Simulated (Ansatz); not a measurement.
A generator proposed this cell of Sn2TeO2.

```cif
data_structure
_symmetry_space_group_name_H-M 'Cmmm'
_symmetry_Int_Tables_number 65
_cell_length_a 6.7160
_cell_length_b 8.7482
_cell_length_c 4.3307
_cell_angle_alpha 90.000
_cell_angle_beta 90.000
_cell_angle_gamma 90.000
_cell_volume 254.44
loop_
_atom_site_label
_atom_site_type_symbol
_atom_site_symmetry_multiplicity
_atom_site_Wyckoff_symbol
_atom_site_fract_x
_atom_site_fract_y
_atom_site_fract_z
_atom_site_occupancy
Sn1 Sn 4 j 0.50000 0.85691 0.50000 1
Te1 Te 2 d 0.00000 0.00000 0.50000 1
O1 O 2 a 0.00000 0.00000 0.00000 1
O2 O 2 b 0.50000 0.00000 0.00000 1
```

The calculation used DFT PBE, scalar-relativistic, plane waves, PAW (Ansatz). Plane waves to 420 eV, a k mesh through Γ of 4×4×4 on the computed 5-atom cell and Gaussian smearing (0.10 eV); no spin polarisation.

Formation energies are uncorrected and refer to the elements' standard structures at the same level (O₂ as a molecule). The references include grey tin.

Task: What does a single point on this coarse mesh give?

Result: The pressure is -2.2 GPa (the mean over three directions, positive in compression), the largest force is 2.86 eV/Å, and the energy is −0.05 eV/atom against the elements. The shortest distance is 2.17 Å.

Task: Is it a good guess?

Result: A rough one: relaxing gains about 0.23 eV/atom (the start's value is from the coarse mesh, so the gain is rough) in 15 ionic steps and ends at −0.28 eV/atom on the finer mesh. The symmetry stays Cmmm (No. 65). The volume per atom shrinks by 6.0 %, from 25.4 to 23.9 Å³. The shortest distance goes from 2.17 Å (Te–O) to 1.98 Å (Te–O). Conventional cell: a = 6.081 Å, b = 9.922 Å, c = 3.962 Å. Sn has 2 O at 2.45 Å, 1 Sn at 2.90 Å and 3 Te at 3.37–3.51 Å; Te has 2 O at 1.98 Å; O on its first site has 2 Te at 1.98 Å; 1 more site not described.

The last run used an 8×8×10 mesh (in the run's order of axes) for its 5-atom cell and Gaussian smearing of 0.10 eV. These runs have no spin–orbit coupling, which can matter for Te. The reference form of Te is held partly by dispersion forces, which this level lacks. The relaxation can't lower the symmetry of the start, and the grade says only how near the guess is to its own end. A structure relaxed within its symmetry needn't be a true minimum. Another cell of Sn2TeO2 relaxed alike, in I4/mmm, lies 0.62 eV/atom lower, so this cell isn't the stable form at this level.
